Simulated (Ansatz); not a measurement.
Here is the system:

BAs:
```cif
data_As2B2
_chemical_formula_sum 'B2 As2'
_space_group_name_H-M_alt 'P 1'
_space_group_IT_number 1
_cell_length_a 3.16764
_cell_length_b 3.16764
_cell_length_c 5.74882
_cell_angle_alpha 90.000
_cell_angle_beta 90.000
_cell_angle_gamma 90.000
loop_
_space_group_symop_operation_xyz
  'x, y, z'
loop_
_atom_site_label
_atom_site_type_symbol
_atom_site_fract_x
_atom_site_fract_y
_atom_site_fract_z
_atom_site_occupancy
B1 B 0.00000 0.50000 0.00000 1
B2 B 0.50000 0.00000 0.50000 1
As1 As 0.00000 0.00000 0.25000 1
As2 As 0.00000 0.00000 0.75000 1
```

This is the PBE-relaxed structure.

All from DFT-PBE in the program Ansatz with PAW potentials, unless another level is named. Predict the electronic character.

metallic (no gap).

Next, the formation energy from the elements (no fitted shifts)?

0.89 eV/atom.

What about the density of states at the Fermi level?

0.35 states/eV per atom (mean over ±0.08 eV).

Space group P4_2/mmc. The cell is a constructed one: a structure type filled with these elements; neither database checked (COD, Materials Project) lists it. It is not the phase usual at ambient conditions (space group No. 216). Symmetry was held in the PBE relaxation; whether a distortion lowers the energy is not shown. The references are the lowest solids computed at this level, not always the standard phases. Spin–orbit coupling is left out wherever it is not named.

Potentials: the later of the program's two PAW sets.
